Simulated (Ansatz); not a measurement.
A distorted cell of TiO2 (rutile):

```xyz
6
Lattice="4.8305 0.0000 0.0000 0.0000 4.8305 0.0000 0.0000 0.0000 3.1041" Properties=species:S:1:pos:R:3 pbc="T T T"
Ti     0.0000     0.0000     0.0000
Ti     2.4153     2.4153     1.5521
O      1.5078     1.5078     0.0000
O      3.9231     0.9074     1.5521
O      0.9074     3.9231     1.5521
O      3.3227     3.3227     0.0000
```

The numbers are results of r2SCAN (plane waves to 500 eV, PAW, scalar-relativistic; Ansatz, a first-principles code), not measurements. k mesh 7×7×11 (Γ-centred), Fermi-Dirac smearing 0.05 eV. Energies are smeared free energies. Stress and pressure are positive under compression. The PAW data are Ansatz's earlier set. TiO2 is run without spin polarisation. TiO2 was relaxed with its symmetry unable to fall.

Problem. Give the stress tensor in GPa and the pressure.

Solution. 
```
  -21.4      0.0      0.0
    0.0    -21.4      0.0
    0.0      0.0    -32.2
```
The pressure, a third of the trace, is -25.0 GPa.

Problem. It is the relaxed cell scaled evenly to V/V₀ = 1.160, atoms relaxed where free. What is its energy relative to the relaxed cell?

Solution. 150.1 meV/atom.

(A scan under strain: stresses follow from slopes of the energy per volume, elastic moduli from its curvatures.)
